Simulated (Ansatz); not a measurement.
The structure comes from a relaxation in the same program, started in the zincblende type, and has space group F-43m. Whether it is a known phase or the ground state wasn't checked.

An input for VSi: DFT, PBE, all-electron LAPW, scalar-relativistic (Ansatz 0.2.0).

```yaml
crystal:
  lattice:
    - [0.0, 2.7645669837, 2.7645669837]
    - [2.7645669837, 0.0, 2.7645669837]
    - [2.7645669837, 2.7645669837, 0.0]
  atoms:
    - { symbol: V, position: [0.0, 0.0, 0.0], spin: 1.5 }
    - { symbol: Si, position: [0.25, 0.25, 0.25] }
magnetization:
  spin_polarized: true
kpoints:
  mp_grid: { grid: [11, 11, 11] }
  band_path:
    path:
      - [0.0, 0.0, 0.0]
      - [-0.5, -0.5, 0.0]
      - [-0.375, -0.375, 0.25]
      - [-0.375, 0.0, 0.375]
      - [0.0, 0.0, 0.0]
      - [0.0, 0.0, 0.5]
      - [-0.5, -0.25, 0.25]
      - [-0.5, -0.5, 0.0]
    npoints: 8
scf:
  occupations: { method: fermi_dirac, width: 0.05 }
hamiltonian:
  xc: pbe
  pseudopotentials: { kind: all_electron, lapw: { basis_error: 0.001 } }
output:
  forces: true
  stress: true
  eigenvalues: true
  fatbands: true
  populations: true
  dos: { projected: true, de: 0.2, e_range: [-14, 8] }
```

Set-up and iterations as logged by Ansatz (the results part is left out, to be predicted):

```
V: projections on atomic orbitals take those of the free atom 1s2 2s2 2p6 3s2 3p6 3d3 4s2, of charge +0.00 (hamiltonian.pseudopotentials.projection_atoms)
Si: projections on atomic orbitals take those of the free atom 1s2 2s2 2p6 3s2 3p2, of charge +0.00 (hamiltonian.pseudopotentials.projection_atoms)
LAPW: plane waves up to 8.365 Å⁻¹, error target 1.0e-3 eV per atom; small_component_spin mean_spin; Si in spheres of 1.102 Å, 12 of its electrons in bands, Dirac shells []; V in spheres of 1.292 Å, 13 of its electrons in bands, Dirac shells []
Engine: ansatz 0.2.0
Pseudopotentials: kind: all_electron
Pseudopotential: V, LAPW, valence charge 13, Koelling and Harmon's equation, gaussian nucleus
Pseudopotential: Si, LAPW, valence charge 12, Koelling and Harmon's equation, gaussian nucleus
Functional definition: PBE
  parameter kappa = 0.804
  parameter beta = 0.06672455060314922
  exchange = pbe_x(kappa = kappa, mu = beta*pi^2/3)
  correlation = pbe_c(beta = beta)
Crystal: 2 atoms, lattice volume = 42.258 Å³
Basis set: ecut = 266.59832095178086 eV, 411 PW (Γ), exchange–correlation at level 2
Bands: 18, of which v1, the nominal top of the filled ones, is band 13 counted from 1 (12 counted from 0)
Symmetry: 24 space group operations
Space group: F-43m (ITA 216), of the structure as read, at distance tolerance 3.5e-5 Å
Magnetic group: BNS 216.74 (UNI 1576), of the structure as read, at distance tolerance 3.5e-5 Å
k-points: 56 of 1331 (time reversal used)
Non-local potential: V, projectors of the file, none
Non-local potential: Si, projectors of the file, none
Initial density: superposition of atomic densities (chi_scale 0.1, normalization cell)
Starting moments: Σ|m| = 1.5 μB on 1 of 2 sites
Initial wavefunctions: plane waves of lowest kinetic energy (no species holds an atomic orbital)
Functional: x = pbe(κ = 0.804, μ = 0.2195149727645171), c = pbe(β = 0.06672455060314922)
iter 1 solved again at ethr=2.23e-3 eV; its pass at ethr=1.00e-1 eV (dr2=5.58e-1 eV) is discarded
SCF iter   1: F=—  HF=-33722.441586 eV  |F-HF|=—  |Δ(HF+E_count)|=         —  Δρ=2.10e-2 (↑1.99e-2 ↓2.10e-2)  dr2=5.60e-1  dr2_m=6.02e-2  β_m=0.30  ethr=2.23e-3  ⟨swp⟩=2.0  Hψ=13598  notcnv=0
Mixer restart at iter 1: flushing history
SCF iter   2: F=—  HF=-33722.404148 eV  |F-HF|=—  |Δ(HF+E_count)|=   3.74e-2  Δρ=1.65e-2 (↑1.37e-2 ↓1.65e-2)  dr2=3.53e-1  dr2_m=2.71e-2  β_m=0.57  ethr=2.23e-3  ⟨swp⟩=2.0  Hψ=5936  notcnv=0
SCF iter   3: F=—  HF=-33722.368866 eV  |F-HF|=—  |Δ(HF+E_count)|=   3.53e-2  Δρ=1.00e-2 (↑1.00e-2 ↓7.21e-3)  dr2=1.07e-1  dr2_m=1.42e-2  β_m=0.50  ethr=1.41e-3  ⟨swp⟩=2.2  Hψ=5962  notcnv=0
iter 4 solved again at ethr=2.20e-5 eV; its pass at ethr=4.27e-4 eV (dr2=5.51e-3 eV) is discarded
SCF iter   4: F=—  HF=-33722.338387 eV  |F-HF|=—  |Δ(HF+E_count)|=   3.05e-2  Δρ=2.18e-3 (↑2.18e-3 ↓1.88e-3)  dr2=5.44e-3  dr2_m=8.05e-4  β_m=0.75  ethr=2.20e-5  ⟨swp⟩=2.0  Hψ=9897  notcnv=0
SCF iter   5: F=—  HF=-33722.340338 eV  |F-HF|=—  |Δ(HF+E_count)|=         —  Δρ=1.10e-3 (↑9.98e-4 ↓1.10e-3)  dr2=8.91e-4  dr2_m=1.40e-4  β_m=0.88  ethr=2.18e-5  ⟨swp⟩=2.5  Hψ=5715  notcnv=0
the basis was enlarged: its passes take 837.2 KiB over the memory plan, 2 of 2 planned eigensolver slots
SCF iter   6: F=—  HF=-33722.340693 eV  |F-HF|=—  |Δ(HF+E_count)|=   3.55e-4  Δρ=5.00e-4 (↑3.00e-4 ↓5.00e-4)  dr2=1.93e-4  dr2_m=3.37e-5  β_m=0.94  ethr=3.57e-6  ⟨swp⟩=3.0  Hψ=5628  notcnv=0
SCF iter   7: F=—  HF=-33722.340787 eV  |F-HF|=—  |Δ(HF+E_count)|=   9.39e-5  Δρ=3.97e-4 (↑3.97e-4 ↓1.28e-4)  dr2=1.38e-4  dr2_m=1.52e-5  β_m=0.97  ethr=7.73e-7  ⟨swp⟩=3.0  Hψ=5899  notcnv=0
SCF iter   8: F=—  HF=-33722.340760 eV  |F-HF|=—  |Δ(HF+E_count)|=   2.68e-5  Δρ=8.15e-5 (↑8.15e-5 ↓7.61e-5)  dr2=1.78e-5  dr2_m=3.55e-8  β_m=0.98  ethr=5.51e-7  ⟨swp⟩=2.5  Hψ=5495  notcnv=0
SCF iter   9: F=—  HF=-33722.340766 eV  |F-HF|=—  |Δ(HF+E_count)|=   5.82e-6  Δρ=1.88e-5 (↑1.72e-5 ↓1.88e-5)  dr2=6.56e-7  dr2_m=3.92e-8  β_m=0.98  ethr=7.13e-8  ⟨swp⟩=2.8  Hψ=5620  notcnv=0
SCF iter  10: F=—  HF=-33722.340766 eV  |F-HF|=—  |Δ(HF+E_count)|=   3.88e-8  Δρ=4.04e-6 (↑3.94e-6 ↓4.04e-6)  dr2=1.31e-8  dr2_m=1.49e-9  β_m=0.99  ethr=2.62e-9  ⟨swp⟩=3.0  Hψ=5857  notcnv=0
SCF iter  11: F=—  HF=-33722.340766 eV  |F-HF|=—  |Δ(HF+E_count)|=   6.33e-8  Δρ=1.74e-6 (↑1.23e-6 ↓1.74e-6)  dr2=8.00e-10  dr2_m=7.49e-10  β_m=0.94  ethr=5.25e-11  ⟨swp⟩=3.0  Hψ=5999  notcnv=0
SCF iter  12: F=-33722.340766 eV  HF=-33722.340766 eV  |F-HF|=1.60e-10  |Δ(HF+E_count)|=   1.21e-9  Δρ=3.38e-7 (↑3.38e-7 ↓3.10e-7)  dr2=1.46e-10  dr2_m=1.35e-11  ethr=3.20e-12  ⟨swp⟩=3.0  Hψ=5983  notcnv=0
```

What pressure will this run report?

-0.01 GPa (positive in compression).

What moment will the cell end with?

0.56 μB.

Is there a band gap?

none: bands cross the Fermi level, a metal.
